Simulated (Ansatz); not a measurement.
In2S (P-6m2)

Computed with DFT PBE, scalar-relativistic, plane waves, PAW in Ansatz 0.2.0.

Cutoff 420 eV; k points 12×12×6 on the computed 3-atom cell (Γ-centred); Gaussian smearing, width 0.01 eV; no spin polarisation.

The structure is relaxed at this level of theory with its symmetry kept, and needn't be the ground state of this composition.

Space group P-6m2 (No. 187), hexagonal, a = 3.811 Å, c = 8.081 Å. In has 3 S at 2.86 Å; around S lie 6 In at 2.86 Å.

* Volume per atom: 33.88 Å³
* Formation energy from the elements' standard states (uncorrected): -0.251 eV/atom
* Kohn–Sham band gap: 0.19 eV
* Orbital (Löwdin) character of the top 1 eV of the valence band: In 5s 38 %, S 3p 33 %, In 5p 27 %
* Orbital (Löwdin) character of the lowest 1 eV of the conduction band: In 5p 78 %, S 3p 8 %
* Bader charge by site (e): In (2 in the cell) 0.52, S (1 in the cell) -1.03

The cell holds layers, chains or molecules and no dispersion correction was added, so their binding is poorly described.

Another cell of In2S relaxed alike, in P-3m1, lies 47 meV/atom lower, so this cell isn't the stable form at this level.

The cell was found from a structure generator's guess, not taken from experiment. Kohn–Sham gaps at this level usually fall short of measured ones. Löwdin shares on free-atom orbitals overweight diffuse shells in the empty bands.
